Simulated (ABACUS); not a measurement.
A self-consistent single point of P (Cmce, 4 atoms in the cell; from Materials Project mp-157, changed as shown) with ABACUS.

Computed with PBEsol, PseudoDojo 0.4 standard norm-conserving PBEsol (tails mended) pseudopotentials (plane waves; ABACUS).

The change in words: volume scaled by 1.04. Reference geometry (Cmce):
```yaml
crystal:
  lattice:
    - [1.64775, -5.46504, 0.00000]
    - [1.64775, 5.46504, 0.00000]
    - [0.00000, 0.00000, 4.54364]
  atoms:
    - { symbol: P, position: [0.40414, 0.59586, 0.91118] }
    - { symbol: P, position: [0.59586, 0.40414, 0.08882] }
    - { symbol: P, position: [0.09586, 0.90414, 0.41118] }
    - { symbol: P, position: [0.90414, 0.09586, 0.58882] }
```

Reference input (self-consistent single point, DFT, PBEsol, plane waves, PseudoDojo 0.4 standard norm-conserving PBEsol (tails mended) pseudopotentials): KPT = Gamma 8 8 6 0 0 0; basis_type = pw; ecutwfc = 44 Ry; smearing_method = gaussian; smearing_sigma = 0.00734986 Ry; potentials = PseudoDojo 0.4 standard norm-conserving PBEsol (tails mended); symmetry = 1; symmetry_prec = 1e-05; ks_solver = cg; scf_nmax = 100; scf_thr = 1.0e-09 Ry; mixing_type = broyden. This run's input differs from it in these lines:

```diff
@@ -27,5 +27,5 @@
 LATTICE_VECTORS
-   1.6477450000   -5.4650400000    0.0000000000
-   1.6477450000    5.4650400000    0.0000000000
-   0.0000000000    0.0000000000    4.5436400000
+   1.6694280000   -5.5369540000    0.0000000000
+   1.6694280000    5.5369540000    0.0000000000
+   0.0000000000    0.0000000000    4.6034300000
 
@@ -37,6 +37,6 @@
 4
-   1.6477450000    1.0477574688    4.1400738952 1 1 1
-   1.6477450000   -1.0477574688    0.4035661048 1 1 1
-   1.6477450000    4.4172825312    1.8682538952 1 1 1
-   1.6477450000   -4.4172825312    2.6753861048 1 1 1
+   1.6694280000    1.0615448209    4.1945533474 1 1 1
+   1.6694280000   -1.0615448209    0.4088766526 1 1 1
+   1.6694280000    4.4754091791    1.8928383474 1 1 1
+   1.6694280000   -4.4754091791    2.7105916526 1 1 1
 # file: KPT
```

The program printed (abridged):

```
 SELF-CONSISTENT
 -------------------------------------------
                                 init_chg = atomic

 PW ALGORITHM --------------- ION=   1  ELEC=   1--------------------------------
 Notice: Threshold on eigenvalues was too large.

 Density error is 0.0542655278341
                          Error Threshold = 0.000304070931158
 E_KohnSham     -55.3626434030       -753.2474066225
 E_Fermi        0.4527511446         6.1599953430

 PW ALGORITHM --------------- ION=   1  ELEC=   2--------------------------------

 Density error is 0.0189393984713
                          Error Threshold = 0.00027132763917
   [... lines left out ...]

 Density error is 1.52579355169e-09
                          Error Threshold = 2.2339419278e-10
 E_KohnSham     -55.3597277721       -753.2077374296
 E_Fermi        0.4680555486         6.3682224419

 PW ALGORITHM --------------- ION=   1  ELEC=  11--------------------------------

 Density error is 1.42726526951e-10
                          Error Threshold = 7.62896775847e-12
 E_KohnSham     -55.3597277726       -753.2077374367
 E_KS(sigma->0) -55.3597182075       -753.2076072960
 E_entropy(-TS) -0.0000191303        -0.0002602814
 E_Fermi        0.4680554725         6.3682214056
 charge density convergence is achieved
 final etot is -753.20773744 eV
 EFERMI = 6.3682214056 eV

 STATE ENERGY(eV) AND OCCUPATIONS    NSPIN == 1
   [... 17 lines left out ...]

 TOTAL-FORCE (eV/Angstrom)
                        P1         0.0000000000        -0.1329979052         0.0643962714
                        P2         0.0000000000         0.1329979052        -0.0643962714
                        P3         0.0000000000         0.1329979052         0.0643962714
                        P4         0.0000000000        -0.1329979052        -0.0643962714

 TOTAL-STRESS (KBAR)
       -44.2666868984        -0.0000000000         0.0000000000
         0.0000000000       -24.3862005820        -0.0000000000
         0.0000000000         0.0000000000       -29.7647955031
 TOTAL-PRESSURE: -32.805894 KBAR

 --------------------------------------------
 !FINAL_ETOT_IS -753.2077374367390803 eV
 --------------------------------------------
```

The run converged in 11 iterations. Against the reference run the free energy rises by 10.2 meV/atom, the pressure goes from -0.64 to -3.28 GPa and the largest force goes from 0.297 to 0.148 eV/Å.

The structure comes from a collection of computed structures, made at another level of theory; the collection holds predicted forms beside known ones. No clean gap shows at this smearing width and mesh (spacing up to 0.25 Å⁻¹); the mesh is coarse for partly filled bands, so the values carry mesh errors.

Cost on one core: around 5 core-minutes (rough).

“Tails mended”: in these copies of the files the far tail of each local potential was reset to the Coulomb form.
